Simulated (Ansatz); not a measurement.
One crystal and one scan (scan of one atom of the cell) at two levels, PBE (plane waves to 420 eV, PAW, scalar-relativistic; Ansatz, a quantum-chemistry and plane-wave program) and r2SCAN (plane waves to 500 eV, PAW, scalar-relativistic; Ansatz), each from its own relaxed cell and on its own mesh. The cell shown is that of PBE.

Starting cell, SiO2 (rutile):

```yaml
crystal:
  lattice:
    - [4.23616, 0.00000, 0.00000]
    - [0.00000, 4.23616, 0.00000]
    - [0.00000, 0.00000, 2.69045]
  atoms:
    - { symbol: Si, position: [0.50000, 0.50000, 0.50000] }
    - { symbol: Si, position: [0.00000, 0.00000, 0.00000] }
    - { symbol: O, position: [0.80699, 0.80699, 0.50000] }
    - { symbol: O, position: [0.30699, 0.69301, 0.00000] }
    - { symbol: O, position: [0.69301, 0.30699, 0.00000] }
    - { symbol: O, position: [0.19301, 0.19301, 0.50000] }
```

In each cell atom 3 (O, nearest neighbour Si at 1.774 Å; its periodic images, 2.7 Å or more away, move with it) moves by s·(0.000, 0.000, 1.000) (along Cartesian z), the rest being held.

E stands for the smeared free energy. SiO2 was relaxed with its symmetry unable to fall. Both scans cover s from -0.180 to 0.180 Å.

ΔE (meV/cell), each from the undisplaced structure of its own level:

| s (Å) | PBE | r2SCAN |
|---|---|---|
| -0.180 | 301 | 331 |
| -0.144 | 193 | withheld |
| -0.108 | 108 | 119 |
| -0.072 | 48 | 53 |
| -0.036 | 12 | 13 |
| 0.000 | 0 | 0 |
| 0.036 | 12 | 13 |
| 0.072 | 48 | 53 |
| 0.108 | 108 | 119 |
| 0.144 | 193 | withheld |
| 0.180 | 301 | 331 |

Estimate the r2SCAN value at 0.144 from the PBE value there and the ratio of the two levels in the two nearest given rows on that side of the minimum.

At 0.108 and 0.180 the ratio r2SCAN/PBE averages 1.101, which gives 1.101 × 193 = 212 meV/cell. The calculation gives 212 meV/cell, +9.8 % against PBE.

(For displaced atoms, the force is minus the slope of the energy, and its curvature is a force constant, which sets phonon frequencies.)
